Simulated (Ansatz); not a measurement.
CsSnBr3 (cubic perovskite, Pm-3m), PBE (plane waves, PAW; program Ansatz), all energies at zero smearing, with the estimated change up to a 700 eV cutoff added, with one set of potentials and settings (totals compare only within such a set). Cell of 5 atoms (1 Cs, 1 Sn, 3 Br): -20050.760 eV.

```json
[
 {"element": "Cs", "reference phase": "P6_3/mmc, 2 atoms in the cell", "E (eV/atom)": "-5670.7673"},
 {"element": "Sn", "reference phase": "Fd-3m, 2 atoms in the cell", "E (eV/atom)": "-6024.2128"},
 {"element": "Br", "reference phase": "Cmce, 4 atoms in the cell", "E (eV/atom)": "-2783.1821"}
]
```

Formation energy per atom, worked out: (-20050.760 − 1×(-5670.7673) − 1×(-6024.2128) − 3×(-2783.1821))/5 = -1.247 eV/atom (-120 kJ per mol of atoms), at 0 K, without zero-point energy or fitted corrections.

The PBE relaxation kept the symmetry of its start; of distortions, only those at the zone centre were tested. The references are the lowest solids computed at this level, not always the standard phases. Scalar-relativistic: spin–orbit coupling is off unless named, which matters more the heavier the elements.

Potentials: the later of the program's two PAW sets.
